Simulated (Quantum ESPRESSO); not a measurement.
## Si3F4O4 (finding a planted mistake in a log)

Simulated, not a measurement. The program is pw.x of Quantum ESPRESSO 7.5 (plane-wave density functional theory). The cell is made up: 11 atoms on a rutile lattice with one site empty, with randomly drawn elements, strain and displacements, not relaxed. PseudoDojo standard norm-conserving files (v0.5 for PBE, v0.4.1 for LDA and PBEsol) set the functional; there is no spin polarisation, spin-orbit coupling or dispersion term, and the masses in the input are unused placeholders.

Intended input:

```
&control calculation='scf', pseudo_dir='./dojo.nc.sr.pbe.v0_5.standard.upf', outdir='./o', disk_io='low', tprnfor=.true., tstress=.true. /
&system ibrav=0, nat=11, ntyp=3, nbnd=38, ecutwfc=84.00895049, nosym=.true., tot_charge=0,
 occupations='smearing', smearing='fd', degauss=0.0018374661
/
&electrons conv_thr=7.350e-09, electron_maxstep=60, /
ATOMIC_SPECIES
F 1.0 F.upf
O 1.0 O.upf
Si 1.0 Si.upf
CELL_PARAMETERS angstrom
4.209 -0.0315 -0.0514
-0.0315 4.1727 -0.0451
-0.0653 -0.0573 5.3772
ATOMIC_POSITIONS angstrom
Si -0.0253 -0.0715 -0.0975
Si 2.1459 2.1271 1.3286
Si 1.9791 1.9616 3.891
F 1.2503 1.1696 -0.0621
O 2.903 2.8644 -0.11
F 3.2497 0.8265 1.2097
O 0.758 3.3107 1.2531
F 1.221 1.1466 2.5981
O 3.0283 2.7476 2.5839
F 3.3786 0.7166 3.9553
O 0.6697 3.3141 3.9071
K_POINTS automatic
5 5 4 1 1 1
```

The log is shortened where brackets say so; the opening notice, blank lines, dates and the lines on written files are dropped, and the path of the files is cut. It prints rydbergs, bohrs and kilobars, and counts compression as positive stress. Where no state is partly filled, the Fermi energy that it prints is only some level between the filled and the empty states on the mesh, and need not lie in the true gap.

Log of the intended run:

```
     Program PWSCF v.7.5
     Parallel version (MPI & OpenMP), running on       4 processor cores
     Number of MPI processes:                 4
     Threads/MPI process:                     1
     [start-up lines left out]
     bravais-lattice index     =            0
     lattice parameter (alat)  =       7.9547  a.u.
     unit-cell volume          =     637.1021 (a.u.)^3
     number of atoms/cell      =           11
     number of atomic types    =            3
     number of electrons       =        64.00
     number of Kohn-Sham states=           38
     kinetic-energy cutoff     =      84.0090  Ry
     charge density cutoff     =     336.0358  Ry
     scf convergence threshold =      7.3E-09
     mixing beta               =       0.7000
     number of iterations used =            8  plain     mixing
     Exchange-correlation= PBE
                           (   1   4   3   4   0   0   0)
     [axes and pseudopotential details left out]
   Cartesian axes
     site n.     atom                  positions (alat units)
         1        Si     tau(   1) = (  -0.0060103  -0.0169857  -0.0231623  )
         2        Si     tau(   2) = (   0.5097838   0.5053176   0.3156246  )
         3        Si     tau(   3) = (   0.4701585   0.4660011   0.9243528  )
         4        F      tau(   4) = (   0.2970235   0.2778522  -0.0147526  )
         5        O      tau(   5) = (   0.6896418   0.6804719  -0.0261318  )
         6        F      tau(   6) = (   0.7720044   0.1963448   0.2873785  )
         7        O      tau(   7) = (   0.1800718   0.7864957   0.2976886  )
         8        F      tau(   8) = (   0.2900629   0.2723883   0.6172092  )
         9        O      tau(   9) = (   0.7194083   0.6527247   0.6138358  )
        10        F      tau(  10) = (   0.8026262   0.1702368   0.9396280  )
        11        O      tau(  11) = (   0.1590951   0.7873034   0.9281776  )
     number of k points=    50  Fermi-Dirac smearing, width (Ry)=  0.0018
                       cart. coord. in units 2pi/alat
        k(    1) = (   0.1020026   0.1027332   0.1001871), wk =   0.0400000
        k(    2) = (   0.1044092   0.1048672   0.2959465), wk =   0.0400000
     [further k points left out]
     Dense  grid:    66251 G-vectors     FFT dimensions: (  48,  48,  60)
     Estimated max dynamical RAM per process >     152.29 MB
     Estimated total dynamical RAM >     560.62 MB
     Initial potential from superposition of free atoms
     starting charge      63.9981, renormalised to      64.0000
     Starting wfcs are   44 randomized atomic wfcs
     total cpu time spent up to now is        2.2 secs
     per-process dynamical memory:   124.2 Mb
     Self-consistent Calculation
     iteration #  1     ecut=    84.01 Ry     beta= 0.70
     Davidson diagonalization with overlap
     ethr =  1.00E-02,  avg # of iterations =  2.2
     total cpu time spent up to now is        5.4 secs
     total energy              =    -354.31846495 Ry
     estimated scf accuracy    <       2.34082974 Ry
     iteration #  2     ecut=    84.01 Ry     beta= 0.70
     Davidson diagonalization with overlap
     ethr =  3.66E-03,  avg # of iterations =  3.1
     total cpu time spent up to now is        8.9 secs
     total energy              =    -354.54745593 Ry
     estimated scf accuracy    <       3.32471313 Ry
     [iterations 3 to 10 left out]
     iteration # 11     ecut=    84.01 Ry     beta= 0.70
     Davidson diagonalization with overlap
     ethr =  1.69E-10,  avg # of iterations =  3.6
     total cpu time spent up to now is       36.8 secs
     total energy              =    -355.34823290 Ry
     estimated scf accuracy    <       0.00000006 Ry
     iteration # 12     ecut=    84.01 Ry     beta= 0.70
     Davidson diagonalization with overlap
     ethr =  9.66E-11,  avg # of iterations =  2.0
     total cpu time spent up to now is       39.6 secs
     End of self-consistent calculation
     [lines on levels left out]
     the Fermi energy is    10.1409 ev
!    total energy              =    -355.34823291 Ry
     estimated scf accuracy    <          6.6E-10 Ry
     smearing contrib. (-TS)   =       0.00000000 Ry
     internal energy E=F+TS    =    -355.34823291 Ry
     The total energy is F=E-TS. E is the sum of the following terms:
     one-electron contribution =     -82.06839179 Ry
     hartree contribution      =      87.11189403 Ry
     xc contribution           =     -88.04886617 Ry
     ewald contribution        =    -272.34286898 Ry
     convergence has been achieved in  12 iterations
     Forces acting on atoms (cartesian axes, Ry/au):
     atom    1 type  3   force =     0.07325549   -0.26752047    0.04103753
     atom    2 type  3   force =    -0.02835684    0.23843175    0.05083264
     atom    3 type  3   force =     0.04447335    0.28890558   -0.09590963
     atom    4 type  1   force =     0.01597884    0.02017569   -0.01221522
     atom    5 type  2   force =    -0.05931370   -0.06875338   -0.01514817
     atom    6 type  1   force =     0.02103401   -0.04207977   -0.06393120
     atom    7 type  2   force =     0.05169491   -0.02819187   -0.09371315
     atom    8 type  1   force =     0.00471751   -0.01097451    0.00445506
     atom    9 type  2   force =    -0.15783630   -0.08915755    0.05309802
     atom   10 type  1   force =    -0.07603759    0.04466508    0.04528699
     atom   11 type  2   force =     0.11039032   -0.08550055    0.08620713
     Total force =     0.577870     Total SCF correction =     0.000074
     Computing stress (Cartesian axis) and pressure
          total   stress  (Ry/bohr**3)                   (kbar)     P=       58.28
   0.00036033   0.00105725   0.00028380           53.01      155.53       41.75
   0.00105725   0.00034865   0.00031544          155.53       51.29       46.40
   0.00028380   0.00031544   0.00047959           41.75       46.40       70.55
     init_run     :      2.11s CPU      2.15s WALL (       1 calls)
     electrons    :     37.28s CPU     37.39s WALL (       1 calls)
     forces       :      0.57s CPU      0.58s WALL (       1 calls)
     stress       :      1.85s CPU      1.85s WALL (       1 calls)
     [timing details left out]
     PWSCF        :     41.87s CPU     42.03s WALL
     JOB DONE.
```

A second run was made from an input with one planted mistake. Its log:

```
     Program PWSCF v.7.5
     Parallel version (MPI & OpenMP), running on       4 processor cores
     Number of MPI processes:                 4
     Threads/MPI process:                     1
     [start-up lines left out]
     bravais-lattice index     =            0
     lattice parameter (alat)  =       7.9547  a.u.
     unit-cell volume          =     637.1021 (a.u.)^3
     number of atoms/cell      =           11
     number of atomic types    =            3
     number of electrons       =        64.00
     number of Kohn-Sham states=           38
     kinetic-energy cutoff     =      84.0090  Ry
     charge density cutoff     =     336.0358  Ry
     scf convergence threshold =      7.3E-09
     mixing beta               =       0.7000
     number of iterations used =            8  plain     mixing
     Exchange-correlation= PBESOL
                           (   1   4  10   8   0   0   0)
     [axes and pseudopotential details left out]
   Cartesian axes
     site n.     atom                  positions (alat units)
         1        Si     tau(   1) = (  -0.0060103  -0.0169857  -0.0231623  )
         2        Si     tau(   2) = (   0.5097838   0.5053176   0.3156246  )
         3        Si     tau(   3) = (   0.4701585   0.4660011   0.9243528  )
         4        F      tau(   4) = (   0.2970235   0.2778522  -0.0147526  )
         5        O      tau(   5) = (   0.6896418   0.6804719  -0.0261318  )
         6        F      tau(   6) = (   0.7720044   0.1963448   0.2873785  )
         7        O      tau(   7) = (   0.1800718   0.7864957   0.2976886  )
         8        F      tau(   8) = (   0.2900629   0.2723883   0.6172092  )
         9        O      tau(   9) = (   0.7194083   0.6527247   0.6138358  )
        10        F      tau(  10) = (   0.8026262   0.1702368   0.9396280  )
        11        O      tau(  11) = (   0.1590951   0.7873034   0.9281776  )
     number of k points=    50  Fermi-Dirac smearing, width (Ry)=  0.0018
                       cart. coord. in units 2pi/alat
        k(    1) = (   0.1020026   0.1027332   0.1001871), wk =   0.0400000
        k(    2) = (   0.1044092   0.1048672   0.2959465), wk =   0.0400000
     [further k points left out]
     Dense  grid:    66251 G-vectors     FFT dimensions: (  48,  48,  60)
     Estimated max dynamical RAM per process >     152.29 MB
     Estimated total dynamical RAM >     560.62 MB
     Initial potential from superposition of free atoms
     starting charge      63.9982, renormalised to      64.0000
     Starting wfcs are   44 randomized atomic wfcs
     total cpu time spent up to now is        2.2 secs
     per-process dynamical memory:   124.2 Mb
     Self-consistent Calculation
     iteration #  1     ecut=    84.01 Ry     beta= 0.70
     Davidson diagonalization with overlap
     ethr =  1.00E-02,  avg # of iterations =  2.2
     total cpu time spent up to now is        5.5 secs
     total energy              =    -353.28698486 Ry
     estimated scf accuracy    <       2.19435919 Ry
     iteration #  2     ecut=    84.01 Ry     beta= 0.70
     Davidson diagonalization with overlap
     ethr =  3.43E-03,  avg # of iterations =  3.1
     total cpu time spent up to now is        8.9 secs
     total energy              =    -353.47731155 Ry
     estimated scf accuracy    <       3.28929797 Ry
     [iterations 3 to 10 left out]
     iteration # 11     ecut=    84.01 Ry     beta= 0.70
     Davidson diagonalization with overlap
     ethr =  1.56E-10,  avg # of iterations =  3.6
     total cpu time spent up to now is       36.5 secs
     total energy              =    -354.26573758 Ry
     estimated scf accuracy    <       0.00000006 Ry
     iteration # 12     ecut=    84.01 Ry     beta= 0.70
     Davidson diagonalization with overlap
     ethr =  9.14E-11,  avg # of iterations =  2.0
     total cpu time spent up to now is       39.2 secs
     End of self-consistent calculation
     [lines on levels left out]
     the Fermi energy is     9.9664 ev
!    total energy              =    -354.26573759 Ry
     estimated scf accuracy    <          6.5E-10 Ry
     smearing contrib. (-TS)   =       0.00000000 Ry
     internal energy E=F+TS    =    -354.26573759 Ry
     The total energy is F=E-TS. E is the sum of the following terms:
     one-electron contribution =     -81.63560219 Ry
     hartree contribution      =      86.28267127 Ry
     xc contribution           =     -86.56993769 Ry
     ewald contribution        =    -272.34286898 Ry
     convergence has been achieved in  12 iterations
     Forces acting on atoms (cartesian axes, Ry/au):
     atom    1 type  3   force =     0.07185323   -0.26341762    0.03988757
     atom    2 type  3   force =    -0.02756859    0.23421367    0.04995301
     atom    3 type  3   force =     0.04428552    0.28478267   -0.09508911
     atom    4 type  1   force =     0.01666545    0.02038552   -0.01220219
     atom    5 type  2   force =    -0.05905107   -0.06915260   -0.01484475
     atom    6 type  1   force =     0.01933875   -0.03973819   -0.06559090
     atom    7 type  2   force =     0.05082672   -0.02780890   -0.09473246
     atom    8 type  1   force =     0.00834122   -0.00737980    0.00504249
     atom    9 type  2   force =    -0.15784358   -0.09154904    0.05257143
     atom   10 type  1   force =    -0.07434043    0.04350359    0.04785271
     atom   11 type  2   force =     0.10749277   -0.08383930    0.08715220
     Total force =     0.571291     Total SCF correction =     0.000070
     Computing stress (Cartesian axis) and pressure
          total   stress  (Ry/bohr**3)                   (kbar)     P=       -5.91
  -0.00007289   0.00104987   0.00027842          -10.72      154.44       40.96
   0.00104987  -0.00008661   0.00031122          154.44      -12.74       45.78
   0.00027842   0.00031122   0.00003890           40.96       45.78        5.72
     init_run     :      2.11s CPU      2.15s WALL (       1 calls)
     electrons    :     36.94s CPU     37.05s WALL (       1 calls)
     forces       :      0.57s CPU      0.57s WALL (       1 calls)
     stress       :      1.86s CPU      1.86s WALL (       1 calls)
     [timing details left out]
     PWSCF        :     41.53s CPU     41.69s WALL
     JOB DONE.
```

Question: what was wrong in the second input?

Answer: the files are those of another functional. The input lines that differ, file-writing options aside:

```
- &control calculation='scf', pseudo_dir='./dojo.nc.sr.pbe.v0_5.standard.upf', outdir='./o', disk_io='low', tprnfor=.true., tstress=.true. /
+ &control calculation='scf', pseudo_dir='./dojo.nc.sr.pbesol.v0_4_1.standard.upf', outdir='./o', disk_io='low', tprnfor=.true., tstress=.true. /
```

|  | intended run | run with the mistake |
| --- | --- | --- |
| free energy (eV) | -4834.759 | -4820.031 |
| smearing term -TS (eV) | 0.0000 | 0.0000 |
| pressure (GPa) | 5.83 | -0.59 |
| largest force component (eV/Å) | 7.428 | 7.322 |
| largest change of a force component (eV/Å) |  | 0.108 |
| iterations | 12 | 12 |

For scale, a rerun of the intended cell at a cutoff of 1437 eV and k mesh 7 x 7 x 6 moved values by no more than 0.003 eV in energy, 0.03 GPa in stress and 0.002 eV/Å in force. Files of another functional have another zero of energy, so the energy change says nothing on stability.